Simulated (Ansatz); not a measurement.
# Ga: computed property card

Ga:
```yaml
crystal:
  lattice:
    - [0.00000, 2.88915, 2.88915]
    - [2.88915, 0.00000, 2.88915]
    - [2.88915, 2.88915, 0.00000]
  atoms:
    - { symbol: Ga, position: [0.00000, 0.00000, 0.00000] }
    - { symbol: Ga, position: [0.25000, 0.25000, 0.25000] }
```

Space group Fd-3m (No. 227), diamond; conventional cell a = 5.778 Å, b = 5.778 Å, c = 5.778 Å, α = 90.00°, β = 90.00°, γ = 90.00°.

Method: DFT-r²SCAN in the program Ansatz with PAW potentials. The cell and atoms are relaxed at this level. Other levels are named where they apply.

### Cell and energy

```
Quantity              Value
---------------  ----------
Volume per atom    24.12 Å³
Density          4.80 g/cm³
```

### Electronic structure

```
Quantity                                                                    Result
------------------------------------  --------------------------------------------
Electronic character                                             metallic (no gap)
Density of states at the Fermi level  0.62 states/eV per atom (mean over ±0.08 eV)
Gap with spin–orbit coupling                                       none (metallic)
```

### Mechanics

```
Quantity                                                               Result
-------------------------------------  --------------------------------------
Bulk modulus (Birch–Murnaghan fit)                                   45.3 GPa
Pressure derivative B′                                                    4.7
Elastic constants (relaxed ions, GPa)     C11 = 30.8, C12 = 51.6, C44 = -23.6
Mechanical stability                   unstable (C has a negative eigenvalue)
```

The start of the workflow was typed in or built on a structure type; neither database checked (COD, Materials Project) lists it. It is not the phase usual at ambient conditions (space group No. 64). The r²SCAN relaxation kept the symmetry of its start. The volume moved by -21 % from the start of the relaxation. As this level gives no gap, shear constants depend on the k-mesh and smearing (Fermi–Dirac, 0.1 eV here). Spin–orbit coupling is left out wherever it is not named.

Potentials: the earlier of the program's two PAW sets.
